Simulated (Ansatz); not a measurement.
AlGaN₂ in space group P3m1 (No. 156; Al on 1a, Ga on 1c, N on 1c, N on 1a), the program Ansatz at the r²SCAN level (PAW). The conduction-band minimum lies at Γ, with 1 equivalent valley. Second derivatives d²E/dk² of the lowest band at one valley (eV·Å²), along Cartesian directions:

```csv
direction,d²E/dk²
[100],31.40
[010],31.40
[001],31.33
[110],31.40
[101],31.37
[011],31.37
```

Question: Find the principal effective masses, the density-of-states mass and the conductivity mass.

Answer: Off-diagonal terms follow from H_xy = H[110] − (H_xx + H_yy)/2, and m*/mₑ = 7.620 eV·Å² over each eigenvalue: 0.24, 0.24, 0.24. One valley's DOS mass (m₁m₂m₃)^(1/3) = 0.24, conductivity mass 3/(Σ 1/mᵢ) = 0.24 mₑ.

Question: What effective density of states Nc follows at 300 K for parabolic valleys?

Answer: Nc = 2.509e19 × 1 × (0.24)^(3/2) ≈ 3.0e18 cm⁻³.

The first step of the workflow began from a Materials Project structure, measured or hypothetical; the Crystallography Open Database copy checked does not list it. With Al and Ga taken as one species the cell has the higher symmetry P6_3mc, so it may be an ordered model of a mixed-site phase. Whether it is the stable phase at ambient conditions was not checked. Symmetry was held in the r²SCAN relaxation; its stability against distortions is not shown here. Scalar-relativistic: spin–orbit coupling is off unless named, which matters more the heavier the elements.

Potentials: the later of the program's two PAW sets.

Edges and masses are those of Kohn–Sham bands, whose gap is no quasiparticle gap.
